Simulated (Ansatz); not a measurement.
An Ansatz (a first-principles code) run. Input:

Ansatz 0.2 input:
```yaml
crystal:
  lattice:
    - [0.0, 2.1074783566, 2.1074783566]
    - [2.1074783566, 0.0, 2.1074783566]
    - [2.1074783566, 2.1074783566, 0.0]
  atoms:
    - { symbol: Mg, position: [0.0, 0.0, 0.0] }
    - { symbol: O, position: [0.5, 0.5, 0.5] }
kpoints:
  mp_grid: { grid: [8, 8, 8] }
hamiltonian:
  xc: hse06
  pseudopotentials: { azcp: { folder: ./paw }, kind: paw }
scf:
  n_extra_bands: 6
  occupations: { method: fixed }
output:
  eigenvalues: true
  eigenstates:
    e_range: [-9.0, 14.9]
    kpoints:
      - [0.0, 0.0, 0.0]  # VBM
      - [0.0, 0.0, 0.0]  # CBM
      - [0.0, 0.0, 0.0]  # GAMMA
      - [0.5, 0.0, 0.5]  # X
      - [0.5, 0.5, 0.5]  # L
      - [0.5, 0.25, 0.75]  # W
      - [0.375, 0.375, 0.75]  # K
      - [0.625, 0.25, 0.625]  # U
```

Output (shortened):

```
Pseudopotential: Mg, paw, valence charge 10
Pseudopotential: O, paw, valence charge 6
Functional definition: HSE06
davidson cushion auto → on  (no smearing: the cushion is to keep the highest requested band from converging to the state above it …
Crystal: 2 atoms, lattice volume = 18.721 Å³
Basis set: ecut = 420 eV, 339 PW (Γ)
Bands: 14, of which v1, the nominal top of the filled ones, is band 8 counted from 1 (7 counted from 0)
Symmetry: 48 space group operations
Space group: Fm-3m (ITA 225), of the structure as read, at distance tolerance 2.7e-5 Å
k-points: 29 of 512
SCF iter   1: F=—  HF=-2494.092862 eV  |F-HF|=—  |Δ(HF+E_count)|=         —  Δρ=7.11e-2  dr2=5.02e-1  ethr=1.00e-1  ⟨swp⟩=5.4  Hψ=1484  notcnv=0
preconditioner: auto → none
SCF iter   2: F=—  HF=-2494.083630 eV  |F-HF|=—  |Δ(HF+E_count)|=   9.23e-3  Δρ=2.83e-2  dr2=8.19e-2  ethr=3.13e-3  ⟨swp⟩=3.0  Hψ=996  notcnv=0  defer=1
iter 3 solved again at ethr=1.24e-5 eV; its pass at ethr=5.12e-4 eV (dr2=1.99e-3 eV) is discarded
SCF iter   3: F=-2494.136735 eV  HF=-2494.133787 eV  |F-HF|=2.95e-3  |Δ(HF+E_count)|=   5.02e-2  Δρ=4.84e-3  dr2=2.04e-3  ethr=1.24e-5  ⟨swp⟩=3.0  Hψ=2072  notcnv=0
SCF 1 stopped early in 3 iterations: F = -2494.136735 eV  dr2 = 2.04e-3
Crystal: 2 atoms, lattice volume = 18.721 Å³
Exchange kernel: α = 0.2500, screened, ω = 0.2079 Å⁻¹, Wigner–Seitz truncation, v(0) = 1046.6041 eV·Å³, q-mesh 8×8×8, nearest image of the exchange supercell L …
Frozen-core exchange: fock
SCF iter   1: F=—  HF=-2494.344084 eV  |F-HF|=—  |Δ(HF+E_count)|=         —  Δρ=1.19e-2  dr2=1.46e-2  ethr=1.28e-4  ⟨swp⟩=4.1  Hψ=1485  notcnv=0
preconditioner: auto → none
SCF iter   2: F=—  HF=-2494.343838 eV  |F-HF|=—  |Δ(HF+E_count)|=   2.46e-4  Δρ=4.23e-3  dr2=1.56e-3  ethr=8.29e-5  ⟨swp⟩=2.0  Hψ=928  notcnv=0
SCF iter   3: F=—  HF=-2494.347128 eV  |F-HF|=—  |Δ(HF+E_count)|=   3.29e-3  Δρ=1.62e-3  dr2=5.90e-4  ethr=7.67e-6  ⟨swp⟩=2.9  Hψ=984  notcnv=0
SCF iter   4: F=—  HF=-2494.346978 eV  |F-HF|=—  |Δ(HF+E_count)|=   1.50e-4  Δρ=6.49e-4  dr2=8.42e-5  ethr=3.58e-6  ⟨swp⟩=3.0  Hψ=1026  notcnv=0
SCF iter   5: F=—  HF=-2494.346961 eV  |F-HF|=—  |Δ(HF+E_count)|=   1.71e-5  Δρ=1.10e-4  dr2=6.40e-6  ethr=4.13e-7  ⟨swp⟩=2.3  Hψ=943  notcnv=0
SCF iter   6: F=-2494.346992 eV  HF=-2494.346994 eV  |F-HF|=2.16e-6  |Δ(HF+E_count)|=   3.33e-5  Δρ=1.21e-4  dr2=2.91e-6  ethr=9.63e-9  ⟨swp⟩=3.1  Hψ=1268  notcnv=0
SCF 2 stopped early in 6 iterations: F = -2494.346992 eV  dr2 = 2.91e-6
hybrid outer 1: dexx = +3.699e-3 eV, tail = 3.80e-5 eV
Crystal: 2 atoms, lattice volume = 18.721 Å³
Exchange kernel: α = 0.2500, screened, ω = 0.2079 Å⁻¹, Wigner–Seitz truncation, v(0) = 1046.6041 eV·Å³, q-mesh 8×8×8, nearest image of the exchange supercell L …
Frozen-core exchange: fock
SCF iter   1: F=—  HF=-2494.346943 eV  |F-HF|=—  |Δ(HF+E_count)|=         —  Δρ=8.77e-5  dr2=1.26e-6  ethr=1.19e-6  ⟨swp⟩=2.0  Hψ=929  notcnv=0
preconditioner: auto → none
iter 2 solved again at ethr=2.59e-11 eV; its pass at ethr=7.71e-9 eV (dr2=4.15e-9 eV) is discarded
SCF iter   2: F=-2494.346942 eV  HF=-2494.346942 eV  |F-HF|=1.26e-8  |Δ(HF+E_count)|=   3.32e-7  Δρ=9.19e-6  dr2=3.88e-8  ethr=2.59e-11  ⟨swp⟩=3.1  Hψ=2347  notcnv=0
SCF 3 converged in 2 iterations: F = -2494.346942 eV  dr2 = 3.88e-8
hybrid outer 2: dexx = +1.424e-7 eV, tail = 9.31e-8 eV, Δε = 4.01e-3 eV (about 4.25e-4 eV left of the loop's levels)
NSCF: frozen V_eff on 8 k-points
hybrid SCF converged: 2 outer / 8 inner (+3 warm-up), last move |dexx| = 1.42e-7 eV, tail = 9.31e-8 eV
Stability not checked (fock_operator)
Free energy (F): -2494.346943 eV
Frozen-core exchange: fock
Harris-Foulkes:  -2494.346943 eV  (|F-HF|=1.26e-8)
Internal energy: -2494.346943 eV  (E = F + TS)
E sigma→0 (E₀):  -2494.346943 eV
Fermi energy:    6.777882 eV
--- Per-component energies (eV) ---
  E_band       = -341.498121
  E_kinetic    = 244.524893
  E_local      = -1694.464655  (includes V_loc(G=0)·N_el)
  E_nonlocal   = 244.845450
  E_hartree    = 563.307649
  E_xc         = -81.215411
  E_vxc        = -103.079843  (∫ρ·V_xc dr)
  E_exx        = -71.488482  (= α·E_x^exact, valence–valence)
  E_paw        = -411.314369  (= ΣΔE_a)
  E_vpaw       = -16.961589  (= ΣTr[D̂ρ^β])
  E_aug_tail   = 0.000715  (compensation charges beyond the density's cutoff)
  E_ewald      = -1288.481191
  E_core_change = -0.061541  (= ΣΔE_core)
  E_smearing   =  0.000000  (= −TS)
  E_closure    =  0.000000  (closes the sum)
  Σ components = -2494.346943   (vs F -2494.346943, Δ=0.00e0)
  [band-id]    e_kinetic+e_local+e_nonlocal+2·e_hartree+e_vxc+2·e_exx+e_vpaw+e_augmentation_tail = -341.496694   (vs E_band -341.498121, Δ=1.43e-3)
--- Band table (eV; the first three rows and the last of 29) ---
  k-point 0: bands = ["-69.8411", "-34.7128", "-34.7128", "-34.7128", "-12.0203", "6.7779", "6.7779", "6.7779", "13.2416", "24.5368", "24.5368", "24.5368", "28.3585", "30.3750"]
  k-point 1: bands = ["-69.8399", "-34.7256", "-34.7139", "-34.7139", "-11.8435", "5.8085", "6.6667", "6.6667", "14.1684", "22.8229", "24.9153", "24.9153", "29.4514", "29.4514"]
  k-point 2: bands = ["-69.8368", "-34.7562", "-34.7165", "-34.7165", "-11.3862", "3.9914", "6.4104", "6.4104", "15.6884", "21.3267", "25.4613", "25.4613", "29.0657", "29.0657"]
  k-point 28: bands = ["-69.8295", "-34.7634", "-34.7634", "-34.7429", "-10.3451", "3.6438", "3.6438", "4.8959", "20.4320", "20.4320", "21.0202", "24.4431", "30.9980", "30.9980"]
```

Cost: very roughly 60 core-seconds on shared cores.

The points marked VBM and CBM come from a semilocal run.

Symmetry was held in the PBEsol relaxation. The volume moved by -16 % from the start of the relaxation.

Potentials: the earlier of the program's two PAW sets. The files were generated under PBE; for other functionals the program regenerates the frozen cores, and for LDA and PBEsol the local potential too.

Ansatz is a plane-wave DFT program.
